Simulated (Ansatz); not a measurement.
## Ta3Ru: an elastic run with k mesh shifted by half a step

Theory: DFT LDA, scalar-relativistic, plane waves, PAW (Ansatz).

Launched with:
```bash
ansatz run input.yaml --threads 1 --pin off --max-ram 3072MiB --backend cpu --events-out ev --progress --plain --runs-dir out
```

Input (bare energies are in eV):
```yaml
crystal:
  lattice:
    - [0.0, 3.1735696198, 3.1735696198]
    - [3.1735696198, 0.0, 3.1735696198]
    - [3.1735696198, 3.1735696198, 0.0]
  atoms:
    - { symbol: Ta, position: [0.25, 0.25, 0.25] }
    - { symbol: Ta, position: [0.75, 0.75, 0.75] }
    - { symbol: Ta, position: [0.5, 0.5, 0.5] }
    - { symbol: Ru, position: [0.0, 0.0, 0.0] }
basis:
  ecutwfc: 420
kpoints:
  mp_grid: { grid: [12, 12, 12], shift: [0.5, 0.5, 0.5] }
hamiltonian:
  xc: lda
scf:
  occupations: { method: fermi_dirac, width: 0.15 }
output:
  forces: true
  stress: true
  eigenvalues: true
elastic:
  mode: relaxed_ion
  stencil: two_point
```

From the output:
```
--- Elastic constants: 2 strain directions × 2 members + reference (group order 12) ---
  dense FFT box of the reference and of every strained cell: 32×32×32
  strains applied: 11, 23; error gains: componentwise 1.00 (the most a stress slope's error grows in a printed constant), spectral 1.73 (1 for all six strains in a standard setting)
  reference relaxed by the batch: 3 steps; max|allowed force component| 6.06e-4 eV/Å at the deck's positions, 1.30e-10 at the last accepted step, 2.67e-10 by the solve of record
  largest displacement 5.9e-5 Å; the constants are those of the deck's cell at these positions:
  atoms:
    - { symbol: Ta, position: [0.24999458946223427, 0.24999458946223427, 0.24999458946223427] }
    - { symbol: Ta, position: [0.7500054105377657, 0.7500054105377657, 0.7500054105377657] }
    - { symbol: Ta, position: [0.5, 0.5, 0.5] }
    - { symbol: Ru, position: [-2.6690227369509565e-22, -2.6690227369509565e-22, 2.6690227369509546e-22] }
  C = ∂σ_k/∂η_j (tension-positive GPa; Voigt order 11 22 33 23 13 12):
       415.803    173.099    173.099      0.158     -0.132     -0.132
       173.099    415.803    173.099     -0.132      0.158     -0.132
       173.099    173.099    415.803     -0.132     -0.132      0.158
         0.158     -0.133     -0.133     86.357      0.005      0.005
        -0.133      0.158     -0.133      0.005     86.357      0.005
        -0.133     -0.133      0.158      0.005      0.005     86.357
  reference stress σ⁰ (GPa):     -0.008     -0.008     -0.008      0.002      0.002      0.002
  C* (energy form; C + prestress term) asymmetry max|C*_kj − C*_jk| = 1.671e-3 GPa — a small one proves nothing (zero by symmetry where the batch's group is 432, −43m or m−3m); a large one is finite-difference/SCF noise where every solve ...
  moduli (Voigt/Reuss/Hill, GPa): K = 254.00/254.00/254.00   G = 100.36/97.62/98.99   E = 262.82   ν = 0.328
  mechanically stable: yes (min eigenvalue of sym C = 86.35 GPa)
  strain η (Voigt 11):  stress-route row diagonal C_11 = 415.80 GPa, energy-path curvature d²(F+E_count+ΔE)/dδ²/Ω₀ = 415.83 GPa
         δ    σ_11 (GPa) F (eV) n_scf n_hpsi n_pw
    -2.000e-3      -0.8462      -34807.0945036       6  197566   1266   relax 1 steps, max|allowed force component| 4.21e-5 eV/Å
     2.000e-3       0.8170      -34807.0945208       6  197540   1272   relax 1 steps, max|allowed force component| 3.71e-5 eV/Å
  strain η (Voigt 23):  stress-route row diagonal C_44 = 86.36 GPa, energy-path curvature d²(F+E_count+ΔE)/dδ²/Ω₀ = 86.37 GPa
         δ    σ_23 (GPa) F (eV) n_scf n_hpsi n_pw
    -2.000e-3      -0.1705      -34807.0947768       6  197450   1268   relax 2 steps, max|allowed force component| 1.48e-5 eV/Å
     2.000e-3       0.1749      -34807.0947720       6  197603   1268   relax 2 steps, max|allowed force component| 1.48e-7 eV/Å
```

Time: 14 min on 1 thread of Intel(R) Xeon(R) Platinum 8259CL CPU @ 2.50GHz (Skylake/Cascade Lake), with other jobs on the host, peak memory 1.1 GiB.

Beside the reference run (Cutoff 420 eV, 12×12×12 k-points (Γ-centred), Fermi-Dirac smearing of 0.15 eV. No spin polarisation.), the elastic coefficients (GPa; two-point stencil, strain 0.002 and ions relaxed unless stated):
| setting | C11 | C12 | C44 |
| --- | --- | --- | --- |
| reference run | 416.0 | 173.1 | 86.4 |
| k mesh shifted by half a step | 415.8 | 173.1 | 86.4 |

In a metal, frequencies and elastic constants depend on the k mesh and the smearing, soft modes and shear constants most. Spin–orbit coupling is left out, which can shift energies with elements as heavy as these.